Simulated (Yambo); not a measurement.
**Excitons in KCl at -1.5 % isotropic strain**

```
CELL_PARAMETERS angstrom
      0.00000     3.07410     3.07410
      3.07410     0.00000     3.07410
      3.07410     3.07410     0.00000
ATOMIC_POSITIONS crystal
  Cl 0.50000 0.50000 0.50000
  K  0.00000 0.00000 0.00000
```

The PBEsol cell relaxed from Materials Project entry mp-23193 was given an isotropic strain of -1.5 % on all lattice vectors, and the atoms were relaxed again.

BSE in Yambo on PBEsol (Quantum ESPRESSO, PseudoDojo norm-conserving, 74 Ry, without SOC) bands: 8×8×8 mesh, 3 valence and 6 conduction bands, static screening with 30 bands and a 4 Ry block, scissor 3.10 eV, Tamm-Dancoff; field along x.

| state | energy (eV) | states within 2 meV | relative strength | class | main transitions |
|---|---|---|---|---|---|
| 1 | 7.37 | 3 | 1.00 | strong | several band pairs |
| 2 | 7.95 | 3 | 0.18 | strong | several band pairs |
| 3 | 8.17 | 3 | < 0.01 | dark | several band pairs |
| 4 | 8.23 | 2 | < 0.01 | dark | several band pairs |
| 5 | 8.23 | 3 | < 0.01 | dark | several band pairs |
| 6 | 8.31 | 3 | < 0.01 | dark | several band pairs |

These are vertical excitations (zero momentum). The direct quasiparticle gap on this mesh is 8.35 eV; counted from there, state 1 is bound by 0.98 eV. Convergence with the mesh was not shown.

Spin singlets only. Strengths are relative to the strongest of the lowest states of this run; strong means a line over 3 % of the spectrum's maximum, dark under 0.03 %. Absolute energies carry the error of the G0W0 scissor, whose convergence isn't established.
